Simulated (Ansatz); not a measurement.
The geometry is COD entry 1522789, unchecked; take it as a test cell. The listed cell was then made from it by scaling, straining or moving an atom.

An input for Hf: DFT, PBEsol, all-electron LAPW, scalar-relativistic (Ansatz 0.2.0).

Command: `ansatz run input.yaml --threads 1 --pin off --max-ram 3072MiB --backend cpu --events-out ev --progress --plain --runs-dir out` The run took 31 s on 1 thread of Arm Neoverse V2, with other jobs on the host, peak memory 0.5 GiB.

```yaml
crystal:
  lattice:
    - [-1.805, 1.805, 1.78695]
    - [1.805, -1.805, 1.78695]
    - [1.805, 1.805, -1.78695]
  atoms:
    - { symbol: Hf, position: [0.0, 0.0, 0.0] }
kpoints:
  mp_grid: { grid: [16, 16, 16] }
  band_path:
    path:
      - [0.0, 0.0, 0.0]
      - [0.0, 0.0, 0.5]
      - [-0.5, 0.5, 0.5]
      - [0.0, 0.0, 0.0]
      - [0.495025, 0.495025, -0.495025]
      - [-0.495025, 0.504975, 0.495025]
      - [-0.5, 0.5, 0.5]
      - [0.0, 0.0, 0.5]
      - [0.25, 0.25, 0.25]
    npoints: 5
scf:
  occupations: { method: fermi_dirac, width: 0.08 }
hamiltonian:
  xc: pbesol
  pseudopotentials: { kind: all_electron, lapw: { basis_error: 0.001 } }
output:
  forces: true
  stress: true
  eigenvalues: true
```

Set-up and iterations as logged by Ansatz (the results part is left out, to be predicted):

```
LAPW: plane waves up to 7.516 Å⁻¹, error target 1.0e-3 eV per atom; small_component_spin mean_spin; Hf in spheres of 1.558 Å, 36 of its electrons in bands, Dirac shells []
Engine: ansatz 0.2.0
Pseudopotentials: kind: all_electron
Pseudopotential: Hf, LAPW, valence charge 36, Koelling and Harmon's equation, gaussian nucleus
Functional definition: PBEsol
  exchange = pbesol_x
  correlation = pbesol_c
Crystal: 1 atoms, lattice volume = 23.288 Å³
Basis set: ecut = 215.19833841388288 eV, 177 PW (Γ), exchange–correlation at level 2
Bands: 22, of which v1, the nominal top of the filled ones, is band 18 counted from 1 (17 counted from 0)
Symmetry: 16 space group operations
Space group: I4/mmm (ITA 139), of the structure as read, at distance tolerance 2.9e-5 Å
k-points: 349 of 4096
Non-local potential: Hf, projectors of the file, none
Initial density: superposition of atomic densities (chi_scale 0.1, normalization cell)
Initial wavefunctions: plane waves of lowest kinetic energy (no species holds an atomic orbital)
Functional: x = pbesol(κ = 0.804, μ = 0.12345679012345678), c = pbesol(β = 0.046)
iter 1 solved again at ethr=2.27e-4 eV; its pass at ethr=1.00e-1 eV (dr2=8.18e-2 eV) is discarded
SCF iter   1: F=—  HF=-410126.849525 eV  |F-HF|=—  |Δ(HF+E_count)|=         —  Δρ=1.98e-2  dr2=8.21e-2  ethr=2.27e-4  ⟨swp⟩=2.8  Hψ=48758  notcnv=0
SCF iter   2: F=—  HF=-410126.751637 eV  |F-HF|=—  |Δ(HF+E_count)|=   9.79e-2  Δρ=1.07e-2  dr2=2.77e-2  ethr=2.27e-4  ⟨swp⟩=2.0  Hψ=24030  notcnv=0
SCF iter   3: F=—  HF=-410126.737960 eV  |F-HF|=—  |Δ(HF+E_count)|=   1.37e-2  Δρ=7.78e-3  dr2=1.61e-2  ethr=7.70e-5  ⟨swp⟩=2.0  Hψ=23231  notcnv=0
SCF iter   4: F=—  HF=-410126.730685 eV  |F-HF|=—  |Δ(HF+E_count)|=   7.28e-3  Δρ=4.42e-3  dr2=5.98e-3  ethr=4.47e-5  ⟨swp⟩=2.0  Hψ=23018  notcnv=0
iter 5 solved again at ethr=1.21e-6 eV; its pass at ethr=1.66e-5 eV (dr2=4.35e-4 eV) is discarded
SCF iter   5: F=—  HF=-410126.731030 eV  |F-HF|=—  |Δ(HF+E_count)|=   3.45e-4  Δρ=1.16e-3  dr2=4.35e-4  ethr=1.21e-6  ⟨swp⟩=2.0  Hψ=38297  notcnv=0
SCF iter   6: F=—  HF=-410126.731067 eV  |F-HF|=—  |Δ(HF+E_count)|=   3.71e-5  Δρ=3.17e-4  dr2=1.83e-5  ethr=1.21e-6  ⟨swp⟩=2.0  Hψ=23227  notcnv=0
SCF iter   7: F=—  HF=-410126.731067 eV  |F-HF|=—  |Δ(HF+E_count)|=   4.64e-7  Δρ=5.89e-5  dr2=6.43e-7  ethr=5.08e-8  ⟨swp⟩=2.0  Hψ=23232  notcnv=0
SCF iter   8: F=-410126.731067 eV  HF=-410126.731067 eV  |F-HF|=4.07e-9  |Δ(HF+E_count)|=   4.31e-8  Δρ=9.43e-6  dr2=1.18e-8  ethr=1.79e-9  ⟨swp⟩=2.0  Hψ=23232  notcnv=0
```

**Question.** What pressure will this run report?

**Answer.** -8.12 GPa (positive in compression).

**Question.** Is there a band gap?

**Answer.** none: bands cross the Fermi level, a metal.
